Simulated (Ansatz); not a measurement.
ZnAg:
```
CELL_PARAMETERS angstrom
      2.86953     0.00000     0.00000
     -1.43477     2.48509     0.00000
      0.00000     0.00000     4.41524
ATOMIC_POSITIONS crystal
  Zn 0.00000 0.00000 0.00000
  Ag 0.33333 0.66667 0.50000
```

Relaxed with r²SCAN. Special points in fractions of this cell's reciprocal vectors: Γ (0.000, 0.000, 0.000); M (0.500, 0.000, 0.000); K (0.333, 0.333, 0.000); A (0.000, 0.000, 0.500); L (0.500, 0.000, 0.500); H (0.333, 0.333, 0.500).

Task: List the band energies nearest the Fermi level at these points for r²SCAN with spin–orbit coupling in the plane-wave PAW code Ansatz.

Result: In eV from the Fermi level; about four levels below and three above (degenerate sets whole), none deeper than 8.9 eV; points with the same levels are listed once.

```
k                    below                    above
-  -----------------------  -----------------------
Γ  -4.14 -4.14 -1.36 -1.36    2.40 2.40 15.59 15.59
M  -2.38 -2.38 -0.39 -0.39      5.72 5.72 6.13 6.13
K  -5.08 -4.90 -4.89 -4.83           0.51 0.54 0.80
A  -4.39 -4.39 -4.17 -4.17  10.45 10.45 12.01 12.01
L  -1.55 -1.55 -0.15 -0.15      1.41 1.41 3.59 3.59
H  -5.27 -4.98 -4.45 -4.44           0.86 0.92 2.78
```

Space group P-6m2. The workflow started from a Materials Project entry (that database holds measured and hypothetical structures alike); the Crystallography Open Database copy checked does not list it. COD files the formula under space group No. 221. With Zn and Ag taken as one species the cell has the higher symmetry P6_3/mmc, so it may be an ordered model of a mixed-site phase. Whether it is the stable phase at ambient conditions was not checked. The cell was relaxed with r²SCAN under the symmetry of its start; its stability against distortions is not shown here. No spin polarisation was allowed.

Potentials: the later of the program's two PAW sets.
